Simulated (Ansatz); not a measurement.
RbAu (CsCl type, Pm-3m), plane-wave PAW r²SCAN (Ansatz code). The conduction-band minimum lies at X, with 3 equivalent valleys. Second derivatives d²E/dk² of the lowest band at one valley (eV·Å²), along Cartesian directions:

| direction | d²E/dk² |
|---|---|
| [100] | 15.10 |
| [010] | 15.10 |
| [001] | 59.03 |
| [110] | 15.10 |
| [101] | 37.08 |
| [011] | 37.08 |

Find the principal effective masses, the density-of-states mass and the conductivity mass.

Off-diagonal terms follow from H_xy = H[110] − (H_xx + H_yy)/2, and m*/mₑ = 7.620 eV·Å² over each eigenvalue: 0.13, 0.50, 0.50. One valley's DOS mass (m₁m₂m₃)^(1/3) = 0.32, conductivity mass 3/(Σ 1/mᵢ) = 0.26 mₑ.

What effective density of states Nc follows at 300 K for parabolic valleys?

Nc = 2.509e19 × 3 × (0.32)^(3/2) ≈ 1.4e19 cm⁻³.

The first step of the workflow began from a Materials Project structure, measured or hypothetical; the Crystallography Open Database files this formula in space group No. 221, but the cells were not matched. Whether it is the stable phase at ambient conditions was not checked. The cell was relaxed with r²SCAN under the symmetry of its start; its stability against distortions is not shown here. Scalar-relativistic: spin–orbit coupling is off unless named, which matters more the heavier the elements.

Potentials: the later of the program's two PAW sets.

Edges and masses are those of Kohn–Sham bands, whose gap is no quasiparticle gap.
